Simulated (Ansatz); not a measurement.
## Zincblende alloy of InAs and AlAs (20 of 32 In sites exchanged), 64 atoms

The calculation used DFT, PBEsol, PAW, plane waves in Ansatz.

Command:

```sh
ansatz run in.yaml --threads 4 --pin off --max-ram 42750MiB --runs-dir r --events-out ev --progress --plain --backend cuda --devices 0, --max-vram 37GiB
```

The input less its lattice and atoms:

```yaml
crystal:
  symmetry: { detect: false }
kpoints:
  mp_grid: { grid: [1, 1, 1], shift: [0.25, 0.25, 0.25] }
hamiltonian:
  xc: pbesol
scf:
  occupations: { method: fermi_dirac, width: 0.01 }
relax:
  f_tol: 0.03
  max_steps: 80
  escape_saddle: false
  adjacent_minimum: "off"
  cell: { fix: [shape] }
output:
  forces: true
  eigenvalues: true
  populations: true
```

Start:

```xyz
64
Lattice="11.6623 0.0000 0.0000 0.0000 11.6623 0.0000 0.0000 0.0000 11.6623" Properties=species:S:1:pos:R:3 pbc="T T T"
In   11.6513   11.6486   11.6337
In    0.0016    0.0474    5.8174
In   11.6614    5.8440    0.0053
In    2.9262    2.9170    5.8176
In    2.9251    8.7481    5.8433
In    8.7617    2.8952    0.0144
In    8.7477    8.6961    5.8300
In    2.9691   11.6611    8.7209
In    2.9137    5.8299    2.9060
In    8.7570    0.0230    2.9439
In    8.7908    0.0016    8.7577
In    0.0365    8.7488    8.7407
Al   11.6346    5.8127    5.8273
Al    5.8531    0.0101    0.0314
Al    5.8278   11.6615    5.8113
Al    5.8289    5.8142   11.6511
Al    5.8056    5.8561    5.8719
Al    2.9274    2.9234   11.6614
Al    2.9078    8.7327    0.0042
Al    8.7316    2.9236    5.8272
Al    8.7175    8.7254    0.0101
Al    2.8934    0.0333    2.9233
Al    2.9172    5.8401    8.7100
Al    8.7432    5.7912    2.9433
Al    8.7583    5.8101    8.7398
Al   11.6139    2.9317    2.8887
Al   11.6494    2.9295    8.7631
Al    0.0161    8.7565    2.9576
Al    5.8457    2.9109    2.9093
Al    5.8501    2.9054    8.7469
Al    5.7863    8.7867    2.9227
Al    5.8320    8.7221    8.7769
As    1.4636    1.4503    1.4854
As    1.4610    1.4502    7.2817
As    1.4340    7.3092    1.4645
As    1.4376    7.2583    7.2818
As    7.2610    1.4662    1.4849
As    7.2910    1.4535    7.2538
As    7.3080    7.2208    1.4390
As    7.3212    7.2894    7.3073
As    4.3834    4.3761    1.4621
As    4.3525    4.3727    7.2952
As    4.3853   10.1854    1.4611
As    4.3497   10.2124    7.2490
As   10.2115    4.3686    1.4835
As   10.2384    4.3430    7.2552
As   10.2227   10.2035    1.4413
As   10.1654   10.2123    7.3578
As    4.3690    1.4094    4.3618
As    4.3593    1.4283   10.2122
As    4.3894    7.2953    4.3720
As    4.3868    7.2835   10.2112
As   10.2029    1.4689    4.3532
As   10.2002    1.4328   10.2365
As   10.2442    7.2881    4.3911
As   10.2085    7.2812   10.1907
As    1.4725    4.3902    4.3490
As    1.4792    4.3507   10.1901
As    1.4579   10.2030    4.3933
As    1.4707   10.1843   10.2205
As    7.3307    4.3906    4.3416
As    7.2591    4.3629   10.2186
As    7.3056   10.2111    4.4007
As    7.2585   10.2029   10.2103
```

Steps:

```csv
step,energy less the first (eV),largest force component (eV/Å),pressure (GPa)
start,0.000,2.061,0.52
1,-2.805,0.206,-0.61
2,-2.901,0.071,0.16
3,-2.906,0.033,0.00
4,-2.907,0.007,0.00
5,-2.905,0.007,0.00
```

A structure on the way, about -2.91 eV from the start:

```
In Al As
1.0
    11.64494    0.00000    0.00000
     0.00000   11.64494    0.00000
     0.00000    0.00000   11.64494
In Al As
12 20 32
Direct
  0.00451 0.00014 0.00579
  0.00284 0.00403 0.49586
  0.00176 0.50047 0.00014
  0.25404 0.25302 0.50078
  0.25340 0.74863 0.49975
  0.74693 0.25507 0.00092
  0.74659 0.74409 0.49834
  0.25773 0.00309 0.75529
  0.25305 0.49987 0.24988
  0.74711 0.99952 0.25084
  0.74419 0.00252 0.75136
  0.00015 0.74368 0.75234
  0.99539 0.49573 0.49947
  0.49695 0.99681 0.00173
  0.49992 0.00074 0.49770
  0.49947 0.50065 0.99792
  0.50438 0.49780 0.50087
  0.25390 0.25068 0.00044
  0.25653 0.74924 0.00190
  0.74675 0.25536 0.49977
  0.74285 0.74509 0.00118
  0.25319 0.99952 0.24676
  0.25299 0.49781 0.75162
  0.74718 0.49941 0.25211
  0.74553 0.49719 0.74792
  0.00000 0.25169 0.25152
  0.99904 0.25584 0.74899
  0.99855 0.74709 0.24766
  0.49932 0.24860 0.24897
  0.50054 0.25284 0.74924
  0.50021 0.74840 0.24527
  0.49963 0.74529 0.75367
  0.13395 0.13438 0.13360
  0.12230 0.13189 0.63319
  0.12876 0.63712 0.12472
  0.12523 0.60875 0.62311
  0.61276 0.12357 0.12273
  0.61714 0.13262 0.61707
  0.62340 0.62135 0.12559
  0.61862 0.61763 0.63140
  0.38211 0.37031 0.11879
  0.38323 0.38290 0.63098
  0.37551 0.87398 0.12506
  0.38938 0.87550 0.62725
  0.87515 0.37681 0.13766
  0.87152 0.37621 0.62563
  0.87120 0.86138 0.12390
  0.87462 0.87462 0.62336
  0.37954 0.11917 0.36921
  0.38612 0.13345 0.88363
  0.39092 0.62346 0.37524
  0.37372 0.62376 0.87660
  0.87225 0.13860 0.37482
  0.88134 0.13227 0.87183
  0.88000 0.61747 0.36892
  0.85841 0.62075 0.87502
  0.11487 0.37519 0.37512
  0.13252 0.36885 0.87032
  0.12568 0.87371 0.36065
  0.13442 0.86750 0.88166
  0.62324 0.37456 0.37378
  0.61819 0.38143 0.86857
  0.61175 0.87212 0.37403
  0.61682 0.86847 0.88218
```

End:

```
In Al As
1.0
    11.64501    0.00000    0.00000
     0.00000   11.64501    0.00000
     0.00000    0.00000   11.64501
In Al As
12 20 32
Direct
  0.00481 0.99988 0.00618
  0.00261 0.00411 0.49610
  0.00169 0.50039 0.00016
  0.25404 0.25327 0.50081
  0.25326 0.74894 0.49919
  0.74711 0.25508 0.00082
  0.74662 0.74408 0.49845
  0.25805 0.00311 0.75567
  0.25288 0.50004 0.24946
  0.74716 0.99956 0.25143
  0.74371 0.00247 0.75176
  0.00006 0.74323 0.75230
  0.99547 0.49558 0.49926
  0.49725 0.99696 0.00191
  0.49987 0.00101 0.49760
  0.49943 0.50050 0.99796
  0.50438 0.49784 0.50082
  0.25418 0.25070 0.00020
  0.25669 0.74953 0.00178
  0.74681 0.25555 0.49996
  0.74260 0.74473 0.00126
  0.25329 0.99966 0.24664
  0.25297 0.49776 0.75160
  0.74726 0.49934 0.25220
  0.74548 0.49736 0.74786
  0.99999 0.25151 0.25160
  0.99923 0.25546 0.74873
  0.99834 0.74715 0.24718
  0.49942 0.24852 0.24880
  0.50068 0.25305 0.74929
  0.50004 0.74823 0.24558
  0.49925 0.74527 0.75343
  0.13409 0.13472 0.13345
  0.12281 0.13145 0.63313
  0.12873 0.63742 0.12424
  0.12547 0.60873 0.62274
  0.61324 0.12349 0.12286
  0.61718 0.13269 0.61709
  0.62311 0.62110 0.12598
  0.61841 0.61780 0.63154
  0.38214 0.37023 0.11888
  0.38329 0.38295 0.63090
  0.37574 0.87402 0.12514
  0.38915 0.87564 0.62689
  0.87521 0.37664 0.13775
  0.87174 0.37624 0.62592
  0.87058 0.86152 0.12366
  0.87440 0.87466 0.62376
  0.37939 0.11941 0.36919
  0.38660 0.13352 0.88357
  0.39069 0.62304 0.37526
  0.37356 0.62370 0.87667
  0.87216 0.13884 0.37510
  0.88172 0.13187 0.87197
  0.88018 0.61766 0.36885
  0.85828 0.62061 0.87507
  0.11510 0.37523 0.37488
  0.13237 0.36878 0.87030
  0.12524 0.87410 0.36041
  0.13423 0.86743 0.88133
  0.62313 0.37453 0.37377
  0.61842 0.38157 0.86870
  0.61166 0.87209 0.37427
  0.61663 0.86807 0.88232
```

The calculation finished and met its thresholds.

Time: 10 s of wall time on one NVIDIA H100 with 4 processor threads, on a host shared with other runs; peak host memory 1.6 GiB.

Question: How much energy did the relaxation gain, and which atom moved most?

Answer: 2.90 eV in 5 steps, from a start with small random displacements; atom 50 (As) moved 0.22 Å, the median atom 0.09 Å (drift of the whole cell removed).
